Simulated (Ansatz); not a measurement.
Hf (hcp (Mg type), P6_3/mmc), a = b = 3.194 Å, c = 5.039 Å, α = β = 90.00°, γ = 120.00°.

Relaxed with r²SCAN+D4.

Question: Which orbitals make up the states near the Fermi level in the program Ansatz at the r²SCAN+D4 level (PAW)?

Answer: Within 0.5 eV of the Fermi level: Hf 5d 89 %, outside the projected shells 6 %. Projections are on Löwdin-orthogonalised atomic valence shells; empty p or d shells of many metals are not among them.

Question: Tabulate the density of states.

Answer: States/eV per cell of 2 atoms, in 0.25 eV bins, energy from the Fermi level.

```
E (eV)  total  Hf 5d  Hf 6s  Hf 5p
------  -----  -----  -----  -----
-7.85    0.00   0.00   0.00   0.00
-7.60    0.06   0.00   0.05   0.00
-7.35    0.10   0.00   0.09   0.00
-7.10    0.13   0.00   0.12   0.00
-6.85    0.16   0.00   0.15   0.00
-6.60    0.19   0.01   0.17   0.00
-6.35    0.21   0.01   0.19   0.00
-6.10    0.24   0.02   0.22   0.01
-5.85    0.28   0.02   0.24   0.01
-5.60    0.31   0.04   0.26   0.01
-5.35    0.35   0.05   0.28   0.01
-5.10    0.39   0.07   0.30   0.01
-4.85    0.45   0.10   0.32   0.01
-4.60    0.52   0.15   0.34   0.01
-4.35    0.61   0.22   0.37   0.01
-4.10    0.77   0.34   0.39   0.02
-3.85    1.18   0.69   0.44   0.02
-3.60    1.40   0.93   0.42   0.02
-3.35    1.29   0.91   0.34   0.02
-3.10    1.28   0.95   0.28   0.02
-2.85    1.51   1.21   0.25   0.02
-2.60    1.59   1.35   0.20   0.02
-2.35    1.64   1.47   0.13   0.02
-2.10    1.86   1.73   0.09   0.03
-1.85    1.42   1.32   0.06   0.02
-1.60    1.93   1.78   0.08   0.03
-1.35    2.37   2.15   0.11   0.04
-1.10    2.87   2.54   0.16   0.04
-0.85    3.17   2.85   0.14   0.04
-0.60    1.48   1.34   0.06   0.02
-0.35    1.17   1.04   0.05   0.01
-0.10    1.16   1.02   0.05   0.01
0.15     1.59   1.39   0.06   0.01
0.40     3.08   2.75   0.14   0.02
0.65     3.10   2.73   0.16   0.02
0.90     3.29   2.80   0.19   0.02
1.15     2.91   2.44   0.17   0.02
1.40     2.55   2.31   0.11   0.01
1.65     2.69   2.51   0.08   0.01
1.90     2.67   2.53   0.05   0.01
2.15     1.71   1.62   0.02   0.01
2.40     1.26   1.20   0.02   0.00
2.65     1.19   1.14   0.01   0.00
2.90     1.21   1.16   0.01   0.00
3.15     1.18   1.14   0.01   0.00
3.40     1.17   1.13   0.02   0.00
3.65     1.18   1.13   0.02   0.00
3.90     1.20   1.14   0.03   0.00
4.15     1.23   1.16   0.03   0.00
4.40     1.29   1.20   0.05   0.00
4.65     1.41   1.30   0.06   0.00
```

The cell was relaxed with r²SCAN+D4 under the symmetry of its start. No spin polarisation was allowed. The pairwise dispersion correction was not fitted to metals. Axis ratios of metals converge slowly with the k-mesh, so a and c are less sure than the volume. Spin–orbit coupling is left out wherever it is not named.

Potentials: the later of the program's two PAW sets.
